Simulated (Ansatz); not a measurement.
## Data sheet: SbSBr (DFT)

SbSBr:
```
SbSBr
1.0
    7.98601     0.00000     0.00000
    0.00000     3.88220     0.00000
    0.00000     0.00000     9.58272
Sb S Br
4 4 4
Direct
  0.62952   0.25000   0.63335
  0.37048   0.75000   0.36665
  0.87048   0.75000   0.13335
  0.12952   0.25000   0.86665
  0.33305   0.25000   0.54945
  0.66695   0.75000   0.45055
  0.16695   0.75000   0.04945
  0.83305   0.25000   0.95055
  0.01643   0.25000   0.32543
  0.98357   0.75000   0.67457
  0.48357   0.75000   0.82543
  0.51643   0.25000   0.17457
```

Space group Pnma (No. 62); conventional cell a = 7.986 Å, b = 3.882 Å, c = 9.583 Å, α = β = γ = 90.00°.

Method: LDA in the plane-wave PAW code Ansatz. The cell and atoms are relaxed at this level. Other levels are named where they apply.

**Cell and energy**

```
Property                                                       Value
-----------------------------------------------------  -------------
Volume per atom                                             24.76 Å³
Density                                                   5.23 g/cm³
Formation energy from the elements (no fitted shifts)  -472 meV/atom
```

**Electronic structure**

```
Quantity                                                                                                                                    Result
----------------------------------------  --------------------------------------------------------------------------------------------------------
Band gap                                                                                                                        1.47 eV (indirect)
Valence-band maximum                      on the Y–Γ line, 56 % of the way from Y (k = 0.000, 0.219, 0.000 in fractions of the reciprocal vectors)
Conduction-band minimum                                 off the standard path, at k = (0.245, 0.000, 0.349) in fractions of the reciprocal vectors
Smallest direct gap on the standard path                                                                                                   1.69 eV
Electron effective mass                                                                                     0.22, 0.34, 0.80 mₑ (principal values)
Hole effective mass                                                                                          0.40, 0.63, 1.1 mₑ (principal values)
HSE06 gap on the LDA cell                                                                                                                  2.26 eV
```

**Mechanics**

```
Item                                  Result
----------------------------------  --------
Bulk modulus (Birch–Murnaghan fit)  26.3 GPa
Pressure derivative B′                   9.9
```

**Dielectric response**

```
Item                                                               Result
----------------------------------------  -------------------------------
Electronic dielectric constant ε∞ (DFPT)  8.06 (xx), 11.8 (yy), 9.34 (zz)
Born charges (a third of the trace)         Sb +4.26, S -2.01, Br -2.24 e
```

**Charges**

```
Property                              Result
-------------  -----------------------------
Bader charges  Sb +1.21, S -0.72, Br -0.49 e
```

The workflow started from a Materials Project entry (that database holds measured and hypothetical structures alike); the Crystallography Open Database files this formula in space group No. 62, but the cells were not matched. Whether it is the stable phase at ambient conditions was not checked. The cell was relaxed with LDA under the symmetry of its start; its stability against distortions is not shown here. A crystal of weakly bound chains computed without a dispersion correction: the cell and the soft elastic constants depend strongly on that. The references are the lowest solids computed at this level, not always the standard phases. Scalar-relativistic: spin–orbit coupling is off unless named, which matters more the heavier the elements.

Potentials: the later of the program's two PAW sets.
